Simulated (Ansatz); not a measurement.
## ¹¹⁹Sn Mössbauer parameters in Sn2P2SO12

Cell: a Materials Project structure (computed, not necessarily an observed phase), taken as it stands.

```cif
data_Sn2P2SO12
_symmetry_space_group_name_H-M 'Cc'
_symmetry_Int_Tables_number 9
_cell_length_a 15.1961
_cell_length_b 8.7438
_cell_length_c 9.0714
_cell_angle_alpha 90.000
_cell_angle_beta 123.653
_cell_angle_gamma 90.000
loop_
_atom_site_label
_atom_site_type_symbol
_atom_site_symmetry_multiplicity
_atom_site_Wyckoff_symbol
_atom_site_fract_x
_atom_site_fract_y
_atom_site_fract_z
Sn1 Sn 4 a 0.3957 0.2506 0.9377
Sn3 Sn 4 a 0.6022 0.7583 0.0624
P5 P 4 a 0.4988 0.9596 0.2490
P6 P 4 a 0.8550 0.8946 0.2503
S S 4 a 0.1454 0.8966 0.2505
O11 O 4 a 0.4267 0.0584 0.0836
O12 O 4 a 0.5547 0.3233 0.0912
O13 O 4 a 0.8578 0.8722 0.0838
O17 O 4 a 0.5732 0.9431 0.9138
O18 O 4 a 0.4516 0.6789 0.9163
O19 O 4 a 0.1433 0.1249 0.9105
O23 O 4 a 0.4257 0.1411 0.7749
O24 O 4 a 0.8537 0.9317 0.7745
O25 O 4 a 0.2395 0.1745 0.7706
O29 O 4 a 0.5738 0.8585 0.2286
O30 O 4 a 0.1471 0.0624 0.2273
O31 O 4 a 0.7558 0.8199 0.2250
```

One atom of each set is listed; the run and its k-mesh use a cell of 34 atoms with edges of 8.77, 8.77, 9.07 Å.

Computed with Ansatz: DFT, r2SCAN, plane waves and PAW, scalar-relativistic, 500 eV cutoff, Γ-centred 3×3×3 k-points, Fermi–Dirac smearing 0.02 eV.

Isomer shifts (against SnO₂) follow from the electron density at the nucleus, δ = α(ρ − ρ₀), with α = 0.093 mm s⁻¹ a₀³ and ρ₀ = 183072.84 a₀⁻³ from a line fitted to 8 measured compounds at this level of theory (rms miss 0.14 mm/s). ΔE_Q = ½eQV_zz(1 + η²/3)^½ with Q = -0.132 b for the 23.9 keV state.

Question: What would the ¹¹⁹Sn spectrum's parameters be?

Answer: 

| site | atoms | first shell | ρ − ρ₀ (a₀⁻³) | δ (mm/s) | ΔE_Q (mm/s) | η |
| --- | --- | --- | --- | --- | --- | --- |
| Sn1 | 2 | 6 O at 2.01–2.11 Å | -4.1 | -0.38 | -1.22 | 0.09 |
| Sn3 | 2 | 6 O at 1.99–2.15 Å | -4.2 | -0.39 | 0.48 | 0.57 |

The shifts of Sn1, Sn3 are typical of Sn(IV) in an ionic setting.

At this cell the principal stresses reach 5 GPa in size with r2SCAN, which can matter for small gradients. The largest force is 0.4 eV/Å, so the atoms aren't at the calculated equilibrium and relaxing them would move these values. Without spin–orbit coupling (the program notes it for Sn) the gradients are little affected as a rule: paired runs on crystals with a gap mostly move them by under 2 % at such atoms. With these PAW files V_zz is typically within 2 to 3 % of all-electron values, but misses above 10 % occur on Sn.
